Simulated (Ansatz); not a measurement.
An Ansatz (a quantum-chemistry and plane-wave program) run. Input:

Ansatz 0.2 input:
```yaml
crystal:
  lattice:
    - [0.0, 2.1045541398, 2.1045541398]
    - [2.1045541398, 0.0, 2.1045541398]
    - [2.1045541398, 2.1045541398, 0.0]
  atoms:
    - { symbol: N, position: [0.0, 0.0, 0.0] }
    - { symbol: Ga, position: [0.5, 0.5, 0.5] }
kpoints:
  mp_grid: { grid: [8, 8, 8] }
hamiltonian:
  xc: hse06
  pseudopotentials: { kind: paw }
magnetization: { noncollinear: true, spin_orbit: true }
scf:
  n_extra_bands: 12
  occupations: { method: gaussian, width: 0.02 }
output:
  eigenvalues: true
  eigenstates:
    e_range: [-9.0, 10.9]
    kpoints:
      - [0.0, 0.174479, -0.177083]  # VBM
      - [0.0, -0.5, -0.5]  # CBM
      - [0.0, 0.0, 0.0]  # GAMMA
      - [0.5, 0.0, 0.5]  # X
      - [0.5, 0.5, 0.5]  # L
      - [0.5, 0.25, 0.75]  # W
      - [0.375, 0.375, 0.75]  # K
      - [0.625, 0.25, 0.625]  # U
```

Output (shortened):

```
Pseudopotential: N, paw_fr, valence charge 5
Pseudopotential: Ga, paw_fr, valence charge 13
Functional definition: HSE06
non-collinear run that drives no moment, with spin-orbit …
Crystal: 2 atoms, lattice volume = 18.643 Å³
Basis set: ecut = 420 eV, 339 PW (Γ)
Bands: 30, of which v1, the nominal top of the filled ones, is band 18 counted from 1 (17 counted from 0)
Symmetry: 48 space group operations + 48 with time reversal
k-points: 29 of 512
Projection manifold: j_resolved (fully-relativistic pseudo-atomic orbitals)
SCF iter   1: F=—  HF=-4167.531066 eV  |F-HF|=—  |Δ(HF+E_count)|=         —  Δρ=1.15e-1  dr2=1.93e0  dr2_m=0.00e0 (ungated)  ethr=1.00e-1  |M|=0.00e0 ∫|m|=0.00e0 μB  |m|>n=0.0e0 m-floor=0.0e0 τ_xc=0.0e0  β_m=0.30  ⟨swp⟩=5.2  Hψ=2982  notcnv=0
preconditioner: auto → none
SCF iter   2: F=—  HF=-4167.059481 eV  |F-HF|=—  |Δ(HF+E_count)|=   4.72e-1  Δρ=5.52e-2  dr2=2.20e-1  dr2_m=0.00e0 (ungated)  ethr=1.07e-2  |M|=0.00e0 ∫|m|=0.00e0 μB  |m|>n=0.0e0 m-floor=0.0e0 τ_xc=0.0e0  β_m=0.36  ⟨swp⟩=3.0  Hψ=1880  notcnv=0  defer=4
SCF iter   3: F=—  HF=-4167.026251 eV  |F-HF|=—  |Δ(HF+E_count)|=   3.32e-2  Δρ=2.78e-2  dr2=4.69e-2  dr2_m=0.00e0 (ungated)  ethr=1.22e-3  |M|=0.00e0 ∫|m|=0.00e0 μB  |m|>n=0.0e0 m-floor=0.0e0 τ_xc=0.0e0  β_m=0.55  ⟨swp⟩=2.8  Hψ=1792  notcnv=0  defer=14
iter 4 solved again at ethr=3.18e-6 eV; its pass at ethr=2.60e-4 eV (dr2=5.73e-4 eV) is discarded
SCF iter   4: F=—  HF=-4167.023256 eV  |F-HF|=—  |Δ(HF+E_count)|=   3.00e-3  Δρ=2.37e-3  dr2=5.12e-4  dr2_m=0.00e0 (ungated)  ethr=3.18e-6  |M|=0.00e0 ∫|m|=0.00e0 μB  |m|>n=0.0e0 m-floor=0.0e0 τ_xc=0.0e0  β_m=0.51  ⟨swp⟩=4.3  Hψ=4252  notcnv=0  defer=18
SCF iter   5: F=-4167.023055 eV  HF=-4167.023042 eV  |F-HF|=1.29e-5  |Δ(HF+E_count)|=   2.14e-4  Δρ=7.37e-4  dr2=3.79e-5  dr2_m=0.00e0 (ungated)  ethr=2.84e-6  |M|=0.00e0 ∫|m|=0.00e0 μB  |m|>n=0.0e0 m-floor=0.0e0 τ_xc=0.0e0  ⟨swp⟩=3.7  Hψ=2182  notcnv=0  defer=12
SCF 1 stopped early in 5 iterations: F = -4167.023055 eV  dr2 = 3.79e-5
Crystal: 2 atoms, lattice volume = 18.643 Å³
Projection manifold: j_resolved (fully-relativistic pseudo-atomic orbitals)
Exchange kernel: α = 0.2500, screened, ω = 0.2079 Å⁻¹, Wigner–Seitz truncation, v(0) = 1046.5974 eV·Å³, q-mesh 8×8×8, nearest image of the exchange supercell L …
Frozen-core exchange: fock
SCF iter   1: F=—  HF=-4166.854164 eV  |F-HF|=—  |Δ(HF+E_count)|=         —  Δρ=1.95e-2  dr2=2.50e-2  dr2_m=0.00e0 (ungated)  ethr=2.11e-6  |M|=0.00e0 ∫|m|=0.00e0 μB  |m|>n=0.0e0 m-floor=0.0e0 τ_xc=0.0e0  β_m=0.30  ⟨swp⟩=5.3  Hψ=3832  notcnv=0
preconditioner: auto → none
SCF iter   2: F=—  HF=-4166.841133 eV  |F-HF|=—  |Δ(HF+E_count)|=   1.30e-2  Δρ=2.26e-3  dr2=1.48e-3  dr2_m=0.00e0 (ungated)  ethr=2.11e-6  |M|=0.00e0 ∫|m|=0.00e0 μB  |m|>n=0.0e0 m-floor=0.0e0 τ_xc=0.0e0  β_m=0.56  ⟨swp⟩=4.0  Hψ=2984  notcnv=0
SCF iter   3: F=—  HF=-4166.850868 eV  |F-HF|=—  |Δ(HF+E_count)|=   9.73e-3  Δρ=2.66e-3  dr2=5.69e-4  dr2_m=0.00e0 (ungated)  ethr=2.11e-6  |M|=0.00e0 ∫|m|=0.00e0 μB  |m|>n=0.0e0 m-floor=0.0e0 τ_xc=0.0e0  β_m=0.56  ⟨swp⟩=4.0  Hψ=2868  notcnv=0
SCF iter   4: F=—  HF=-4166.850821 eV  |F-HF|=—  |Δ(HF+E_count)|=   4.67e-5  Δρ=6.02e-4  dr2=4.99e-5  dr2_m=0.00e0 (ungated)  ethr=2.11e-6  |M|=0.00e0 ∫|m|=0.00e0 μB  |m|>n=0.0e0 m-floor=0.0e0 τ_xc=0.0e0  β_m=0.78  ⟨swp⟩=3.0  Hψ=1694  notcnv=0
SCF iter   5: F=—  HF=-4166.850999 eV  |F-HF|=—  |Δ(HF+E_count)|=   1.78e-4  Δρ=2.94e-4  dr2=1.24e-5  dr2_m=0.00e0 (ungated)  ethr=1.50e-7  |M|=0.00e0 ∫|m|=0.00e0 μB  |m|>n=0.0e0 m-floor=0.0e0 τ_xc=0.0e0  β_m=0.78  ⟨swp⟩=3.1  Hψ=1934  notcnv=0  defer=2
SCF iter   6: F=-4166.850996 eV  HF=-4166.850996 eV  |F-HF|=1.74e-8  |Δ(HF+E_count)|=   3.14e-6  Δρ=1.54e-5  dr2=2.54e-6  dr2_m=0.00e0 (ungated)  ethr=5.48e-8  |M|=0.00e0 ∫|m|=0.00e0 μB  |m|>n=0.0e0 m-floor=0.0e0 τ_xc=0.0e0  ⟨swp⟩=2.6  Hψ=1448  notcnv=0
SCF 2 stopped early in 6 iterations: F = -4166.850996 eV  dr2 = 2.54e-6
hybrid outer 1: dexx = +9.984e-3 eV, tail = 2.45e-5 eV
Crystal: 2 atoms, lattice volume = 18.643 Å³
Projection manifold: j_resolved (fully-relativistic pseudo-atomic orbitals)
Exchange kernel: α = 0.2500, screened, ω = 0.2079 Å⁻¹, Wigner–Seitz truncation, v(0) = 1046.5974 eV·Å³, q-mesh 8×8×8, nearest image of the exchange supercell L …
Frozen-core exchange: fock
SCF iter   1: F=—  HF=-4166.850708 eV  |F-HF|=—  |Δ(HF+E_count)|=         —  Δρ=3.37e-5  dr2=1.85e-7  dr2_m=0.00e0 (ungated)  ethr=6.80e-7  |M|=0.00e0 ∫|m|=0.00e0 μB  |m|>n=0.0e0 m-floor=0.0e0 τ_xc=0.0e0  β_m=0.30  ⟨swp⟩=4.0  Hψ=2124  notcnv=0
preconditioner: auto → none
SCF iter   2: F=-4166.850708 eV  HF=-4166.850709 eV  |F-HF|=6.96e-9  |Δ(HF+E_count)|=   4.23e-7  Δρ=1.49e-5  dr2=5.20e-8  dr2_m=0.00e0 (ungated)  ethr=8.31e-10  |M|=0.00e0 ∫|m|=0.00e0 μB  |m|>n=0.0e0 m-floor=0.0e0 τ_xc=0.0e0  ⟨swp⟩=4.0  Hψ=2400  notcnv=0
SCF 3 converged in 2 iterations: F = -4166.850708 eV  dr2 = 5.20e-8
hybrid outer 2: dexx = +1.912e-7 eV, tail = 1.38e-7 eV, Δε = 2.23e-3 eV (about 2.01e-4 eV left of the loop's levels)
NSCF: frozen V_eff on 8 k-points
hybrid SCF converged: 2 outer / 8 inner (+5 warm-up), last move |dexx| = 1.91e-7 eV, tail = 1.38e-7 eV
Stability not checked (fock_operator)
Magnetization: |M| = 0.0000 μB,  M = (+0.0000, +0.0000, +0.0000) μB
Absolute magnetization: 0.0000 μB (∫|m|)
  site 0: m = (+0.0000, +0.0000, +0.0000) μB, |m| = 0.0000 μB  (R = 0.87 Å)
  site 1: m = (+0.0000, +0.0000, +0.0000) μB, |m| = 0.0000 μB  (R = 0.87 Å)
Free energy (F): -4166.850709 eV
Frozen-core exchange: fock
Harris-Foulkes:  -4166.850709 eV  (|F-HF|=6.96e-9)
Internal energy: -4166.850709 eV  (E = F + TS)
E sigma→0 (E₀):  -4166.850709 eV
Fermi energy:    13.585830 eV
--- Per-component energies (eV) ---
  E_band       = 9.302860
  E_kinetic    = 248.263352
  E_local      = -1658.820138  (includes V_loc(G=0)·N_el)
  E_nonlocal   = 477.925584
  E_hartree    = 784.237898
  E_xc         = -103.515005
  E_vxc        = -107.274223  (∫ρ·V_xc dr)
  E_exx        = -62.128614  (= α·E_x^exact, valence–valence)
  E_paw        = -2089.123522  (= ΣΔE_a)
  E_vpaw       = -395.009680  (= ΣTr[D̂ρ^β])
  E_aug_tail   = -0.000136  (compensation charges beyond the density's cutoff)
  E_ewald      = -1763.780367
  E_core_change = 0.090238  (= ΣΔE_core)
  E_smearing   =  0.000000  (= −TS)
  E_closure    =  0.000000  (closes the sum)
  Σ components = -4166.850709   (vs F -4166.850709, Δ=-9.09e-13)
  [band-id]    e_kinetic+e_local+e_nonlocal+2·e_hartree+e_vxc+2·e_exx+e_vpaw+e_augmentation_tail = 9.303328   (vs E_band 9.302860, Δ=4.69e-4)
--- Band table (eV; the first three rows and the last of 29) ---
  k-point 0: bands = ["-6.4244", "-6.4244", "-4.0113", "-4.0113", "-4.0113", "-4.0113", "-3.5539", "-3.5539", "-3.5311", "-3.5311", "-3.5311", "-3.5311", "12.0528", "12.0528", "12.1125", "12.1125", "12.1125", "12.1125", "16.3167", "16.3167", "28.7450", …
  k-point 1: bands = ["-6.0985", "-6.0985", "-4.0218", "-4.0218", "-4.0084", "-4.0084", "-3.5619", "-3.5619", "-3.5411", "-3.5411", "-3.5246", "-3.5246", "10.3705", "10.3705", "12.1059", "12.1059", "12.1398", "12.1398", "17.6416", "17.6416", "25.8638", …
  k-point 2: bands = ["-5.1854", "-5.1854", "-4.0594", "-4.0594", "-4.0052", "-4.0052", "-3.6278", "-3.6278", "-3.5042", "-3.5042", "-3.4947", "-3.4947", "7.4764", "7.4764", "12.2073", "12.2073", "12.2276", "12.2276", "18.9863", "18.9863", "24.0545", …
  k-point 28: bands = ["-5.0235", "-5.0235", "-4.0295", "-4.0295", "-3.6947", "-3.6947", "-3.5704", "-3.5704", "-3.3919", "-3.3919", "-0.2580", "-0.2580", "6.7300", "6.7300", "6.7792", "6.7792", "7.8040", "7.8040", "19.3485", "19.3485", "24.2994", "24.2994", …
```

Cost: roughly 10 core-minutes on shared cores.

The points marked VBM and CBM come from a semilocal run.

Space group Fm-3m (rock salt). This is a known high-pressure phase of the composition, computed here at zero pressure and temperature. The cell was relaxed with HSE06 under the symmetry of its start; its stability against distortions is not shown here.

Potentials: the later of the program's two PAW sets.

Ansatz is a plane-wave DFT program.
